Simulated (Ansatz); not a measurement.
Consider the following.

SiO2 (space group P4_32_12)

```
SiO2
1.0
    5.03022     0.00000     0.00000
    0.00000     5.03022     0.00000
    0.00000     0.00000     7.01275
Si O
4 8
Cartesian
  1.01733   1.01733   0.00000
  1.49779   3.53244   5.25956
  4.01290   4.01290   3.50638
  3.53244   1.49779   1.75319
  3.02440   3.72091   4.75463
  3.82442   0.50929   3.00144
  2.00582   1.30931   1.24825
  1.20580   4.52093   6.50782
  0.50929   3.82442   4.01131
  1.30931   2.00582   5.76450
  4.52093   1.20580   0.50494
  3.72091   3.02440   2.25813
```

The volume is varied about the relaxed value V₀ at fixed cell shape. The atoms relax within the cell's symmetry.

Level of theory: PBEsol (plane waves to 420 eV, PAW, scalar-relativistic; Ansatz, a first-principles code). k mesh 5×5×4 (Γ-centred), Fermi-Dirac smearing 0.05 eV. E stands for the smeared free energy. Compression counts positive. With the shape held, the modulus is that of even scaling; a crystal free to change shape is softer. SiO2 was relaxed with its symmetry unable to fall. ΔE is measured from the relaxed starting cell.

The scan covers V/V₀ from 0.840 to 1.160 in 13 points.

**Question.** What is ΔE at V/V₀ = 0.840?

**Answer.** 21.0 meV/atom.

**Question.** What pressure does the cell carry at V/V₀ = 0.840?

**Answer.** 3.38 GPa.

**Question.** What is ΔE at V/V₀ = 1.160?

**Answer.** 13.7 meV/atom.

(Under strain, the slope of the energy per volume gives the stress and its curvature an elastic modulus.)
